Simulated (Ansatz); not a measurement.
**Question.** Each is relaxed and computed with DFT-PBEsol in the program Ansatz with PAW potentials. Which is the only metal?
A. NbP, P-6m2 (Nb on 1a, P on 1f)
B. NbPO5, P4/nmm (Nb on 2c, P on 2b, O on 8i, O on 2c)
C. Sr3P4, Fdd2 (Sr on 16b, Sr on 8a, P on 16b, P on 16b)
D. Ag3P11, Cm (Pearson symbol mS28)

**Answer.** A, NbP, P-6m2 (Nb on 1a, P on 1f). NbP: metal; NbPO5: gap 3.28 eV (indirect); Sr3P4: gap 0.80 eV (indirect); Ag3P11: gap 0.65 eV (indirect). Constructed cells (a structure type filled with these elements, in neither database checked): NbP, P-6m2 (Nb on 1a, P on 1f). Standing as an ambient phase not checked: NbPO5, P4/nmm (Nb on 2c, P on 2b, O on 8i, O on 2c); Sr3P4, Fdd2 (Sr on 16b, Sr on 8a, P on 16b, P on 16b); Ag3P11, Cm (Pearson symbol mS28). All cells were relaxed under the symmetry of their starts (and spin orders); stability against distortions was not tested throughout. Rows with no word on spin ran without spin polarisation. Spin–orbit coupling is left out wherever it is not named.

Potentials: the later of the program's two PAW sets.
